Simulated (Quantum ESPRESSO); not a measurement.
Al3Sn2Ru2In, input and log of a self-consistent run

Simulated, not a measurement. The program is pw.x of Quantum ESPRESSO 7.5 (plane-wave density functional theory). The cell is made up: eight metal atoms on a hexagonal close-packed lattice, with elements, volume, strain and displacements drawn at random and not relaxed, so it may be unstable or far from any real phase. PseudoDojo standard norm-conserving files set the functional (PBE unless stated); there is no spin polarisation or spin-orbit coupling, the Fermi-Dirac width of 0.25 eV means electrons at about 2900 K, and the masses in the input are unused placeholders. The tin pseudopotential is less sure than most, with forces differing by about three percent from a second method on plain tin. A spin test at this wide smearing found no moment, but such smearing suppresses magnetism that the real alloy may have.

Input:

```
&control calculation='scf', pseudo_dir='./dojo.nc.sr.pbe.v0_5.standard.upf', outdir='./o', disk_io='minimal', tprnfor=.true., tstress=.true. /
&system ibrav=0, nat=8, ntyp=4, nbnd=51, ecutwfc=84.00895049, nosym=.true., tot_charge=0,
 occupations='smearing', smearing='fd', degauss=0.0183746611
/
&electrons conv_thr=1.470e-08, electron_maxstep=70, mixing_beta=0.5 /
ATOMIC_SPECIES
Al 1.0 Al.upf
In 1.0 In.upf
Ru 1.0 Ru.upf
Sn 1.0 Sn.upf
CELL_PARAMETERS angstrom
3.014 0.0078 4.7907
2.9997 -0.0756 -4.7817
-3.0656 5.4009 0.0407
ATOMIC_POSITIONS angstrom
Al 0.0583 -0.0118 -0.0472
Sn -1.4829 2.6827 -0.0749
Al 3.0823 1.708 -2.4214
Sn 1.3088 4.3532 -2.337
Ru 3.0617 0.0084 0.175
Al 1.3977 2.5902 0.0507
Ru 3.0167 1.9024 2.3538
In 1.3296 4.5051 2.3452
K_POINTS automatic
5 5 5 1 1 1
```

The log is shortened where brackets say so; the opening notice, blank lines, dates and the lines on written files are dropped, and the path of the files is cut. It prints rydbergs, bohrs and kilobars, and counts compression as positive stress. Its total energy is the free energy E - TS of the whole cell.

```
     Program PWSCF v.7.5
     Parallel version (MPI & OpenMP), running on       4 processor cores
     Number of MPI processes:                 4
     Threads/MPI process:                     1
     [start-up lines left out]
     bravais-lattice index     =            0
     lattice parameter (alat)  =      10.6958  a.u.
     unit-cell volume          =    1042.2556 (a.u.)^3
     number of atoms/cell      =            8
     number of atomic types    =            4
     number of electrons       =        82.00
     number of Kohn-Sham states=           51
     kinetic-energy cutoff     =      84.0090  Ry
     charge density cutoff     =     336.0358  Ry
     scf convergence threshold =      1.5E-08
     mixing beta               =       0.5000
     number of iterations used =            8  plain     mixing
     Exchange-correlation= PBE
                           (   1   4   3   4   0   0   0)
     [axes and pseudopotential details left out]
   Cartesian axes
     site n.     atom                  positions (alat units)
         1        Al     tau(   1) = (   0.0103004  -0.0020848  -0.0083393  )
         2        Sn     tau(   2) = (  -0.2619987   0.4739792  -0.0132333  )
         3        Al     tau(   3) = (   0.5445805   0.3017693  -0.4278128  )
         4        Sn     tau(   4) = (   0.2312387   0.7691231  -0.4129010  )
         5        Ru     tau(   5) = (   0.5409409   0.0014841   0.0309190  )
         6        Al     tau(   6) = (   0.2469455   0.4576363   0.0089577  )
         7        Ru     tau(   7) = (   0.5329903   0.3361159   0.4158692  )
         8        In     tau(   8) = (   0.2349136   0.7959607   0.4143498  )
     number of k points=    63  Fermi-Dirac smearing, width (Ry)=  0.0184
                       cart. coord. in units 2pi/alat
        k(    1) = (   0.1906401   0.2130217  -0.0021408), wk =   0.0320000
        k(    2) = (   0.1930213   0.4239801  -0.0039823), wk =   0.0320000
     [further k points left out]
     Dense  grid:   108387 G-vectors     FFT dimensions: (  64,  64,  72)
     Estimated max dynamical RAM per process >     332.96 MB
     Estimated total dynamical RAM >       1.22 GB
     Initial potential from superposition of free atoms
     starting charge      81.9841, renormalised to      82.0000
     Starting wfcs are   59 randomized atomic wfcs
     total cpu time spent up to now is        7.3 secs
     per-process dynamical memory:   265.8 Mb
     Self-consistent Calculation
     iteration #  1     ecut=    84.01 Ry     beta= 0.50
     Davidson diagonalization with overlap
     ethr =  1.00E-02,  avg # of iterations =  3.5
     Threshold (ethr) on eigenvalues was too large:
     Diagonalizing with lowered threshold
     Davidson diagonalization with overlap
     ethr =  1.91E-04,  avg # of iterations =  6.3
     total cpu time spent up to now is       42.3 secs
     total energy              =    -866.22592156 Ry
     estimated scf accuracy    <       0.20069712 Ry
     iteration #  2     ecut=    84.01 Ry     beta= 0.50
     Davidson diagonalization with overlap
     ethr =  2.45E-04,  avg # of iterations =  2.0
     total cpu time spent up to now is       58.7 secs
     total energy              =    -866.17906107 Ry
     estimated scf accuracy    <       0.53699045 Ry
     iteration #  3     ecut=    84.01 Ry     beta= 0.50
     Davidson diagonalization with overlap
     ethr =  2.45E-04,  avg # of iterations =  2.0
     total cpu time spent up to now is       73.4 secs
     total energy              =    -866.23296236 Ry
     estimated scf accuracy    <       0.31759613 Ry
     iteration #  4     ecut=    84.01 Ry     beta= 0.50
     Davidson diagonalization with overlap
     ethr =  2.45E-04,  avg # of iterations =  2.0
     total cpu time spent up to now is       87.8 secs
     total energy              =    -866.22900628 Ry
     estimated scf accuracy    <       0.76686577 Ry
     iteration #  5     ecut=    84.01 Ry     beta= 0.50
     Davidson diagonalization with overlap
     ethr =  2.45E-04,  avg # of iterations =  1.8
     total cpu time spent up to now is      101.3 secs
     total energy              =    -866.27174897 Ry
     estimated scf accuracy    <       0.00375812 Ry
     iteration #  6     ecut=    84.01 Ry     beta= 0.50
     Davidson diagonalization with overlap
     ethr =  4.58E-06,  avg # of iterations =  4.9
     total cpu time spent up to now is      118.5 secs
     total energy              =    -866.27258943 Ry
     estimated scf accuracy    <       0.00028486 Ry
     iteration #  7     ecut=    84.01 Ry     beta= 0.50
     Davidson diagonalization with overlap
     ethr =  3.47E-07,  avg # of iterations =  3.1
     total cpu time spent up to now is      134.1 secs
     total energy              =    -866.27263202 Ry
     estimated scf accuracy    <       0.00006256 Ry
     iteration #  8     ecut=    84.01 Ry     beta= 0.50
     Davidson diagonalization with overlap
     ethr =  7.63E-08,  avg # of iterations =  2.0
     total cpu time spent up to now is      148.0 secs
     total energy              =    -866.27263668 Ry
     estimated scf accuracy    <       0.00000552 Ry
     iteration #  9     ecut=    84.01 Ry     beta= 0.50
     Davidson diagonalization with overlap
     ethr =  6.73E-09,  avg # of iterations =  3.9
     total cpu time spent up to now is      164.6 secs
     total energy              =    -866.27263778 Ry
     estimated scf accuracy    <       0.00000023 Ry
     iteration # 10     ecut=    84.01 Ry     beta= 0.50
     Davidson diagonalization with overlap
     ethr =  2.78E-10,  avg # of iterations =  4.0
     total cpu time spent up to now is      183.7 secs
     total energy              =    -866.27263785 Ry
     estimated scf accuracy    <       0.00000011 Ry
     iteration # 11     ecut=    84.01 Ry     beta= 0.50
     Davidson diagonalization with overlap
     ethr =  1.29E-10,  avg # of iterations =  1.9
     total cpu time spent up to now is      196.9 secs
     End of self-consistent calculation
     [lines on levels left out]
!    total energy              =    -866.27263786 Ry
     estimated scf accuracy    <          6.5E-09 Ry
     smearing contrib. (-TS)   =      -0.08456311 Ry
     internal energy E=F+TS    =    -866.18807475 Ry
     The total energy is F=E-TS. E is the sum of the following terms:
     one-electron contribution =    -347.10534688 Ry
     hartree contribution      =     224.03231609 Ry
     xc contribution           =    -203.00351005 Ry
     ewald contribution        =    -540.11153390 Ry
     convergence has been achieved in  11 iterations
     Forces acting on atoms (cartesian axes, Ry/au):
     atom    1 type  1   force =    -0.00677430    0.02583578   -0.01281273
     atom    2 type  4   force =    -0.00272740   -0.02803901    0.00910336
     atom    3 type  1   force =    -0.00971565   -0.02689935    0.01741495
     atom    4 type  4   force =     0.00350125    0.02868014    0.02074317
     atom    5 type  3   force =    -0.02137200   -0.00147820   -0.03996292
     atom    6 type  1   force =     0.01634144   -0.02141580   -0.00469389
     atom    7 type  3   force =     0.00019128    0.00339170    0.00401858
     atom    8 type  2   force =     0.02055537    0.01992473    0.00618950
     Total force =     0.088485     Total SCF correction =     0.000276
     Computing stress (Cartesian axis) and pressure
          total   stress  (Ry/bohr**3)                   (kbar)     P=      -49.29
  -0.00051181   0.00001255   0.00005832          -75.29        1.85        8.58
   0.00001255  -0.00031142   0.00012135            1.85      -45.81       17.85
   0.00005832   0.00012135  -0.00018196            8.58       17.85      -26.77
     init_run     :      7.00s CPU      7.27s WALL (       1 calls)
     electrons    :    188.44s CPU    189.57s WALL (       1 calls)
     forces       :      1.77s CPU      1.77s WALL (       1 calls)
     stress       :      6.10s CPU      6.11s WALL (       1 calls)
     [timing details left out]
     PWSCF        :   3m23.39s CPU   3m24.83s WALL
     JOB DONE.
```

In other units: free energy -11786.240 eV for the cell, pressure -4.93 GPa, largest force component 1.027 eV/Å in size. The run took 207 s of wall time with four MPI processes on a shared machine (Intel Xeon, 2023 or later, virtual cores), so the time is rough. A rerun of this cell at a higher cutoff and on a denser mesh moved values by no more than 0.003 eV in energy, 0.06 GPa in stress and 0.016 eV/Å in force, and a second program with other atomic files agreed on that cell to 2 % rms in force and 0.5 GPa in pressure.